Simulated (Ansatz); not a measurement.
**Calculated coordination and Sc-45 quadrupole coupling for CsSc3F10**

Cell: a Materials Project structure (computed, not necessarily an observed phase), atoms as given.

Space group Pmma (No. 51); a = 8.1268, b = 7.5930, c = 6.8306 Å.

```csv
site,Wyckoff,site symmetry,x,y,z
Cs,2f,mm2,0.7500,0.5000,0.5006
Sc3,2c,.2/m.,0.5000,0.0000,0.5000
Sc5,4g,.2.,0.5000,0.7301,0.0000
F9,4j,.m.,0.4987,0.5000,0.8281
F13,2a,.2/m.,0.5000,0.0000,0.0000
F15,8l,1,0.0068,0.1958,0.7001
F19,4k,m..,0.7500,0.2765,0.9923
F23,2e,mm2,0.7500,0.0000,0.5113
```

One atom of each set is listed.

Computed with Ansatz: DFT, PBE, plane waves and PAW, scalar-relativistic, 420 eV cutoff, Γ-centred 3×3×4 k-points, Fermi–Dirac smearing 0.02 eV.

Q(Sc-45) = -220.0 mb.

(1) Order the Sc environments from the weakest to the strongest quadrupole coupling.
A. Sc3: 6 F at 2.02–2.03 Å
B. Sc5: 7 F at 2.03–2.13 Å

Results:

(1) A (7.26 MHz, η = 0.56), B (8.32 MHz, η = 0.50).
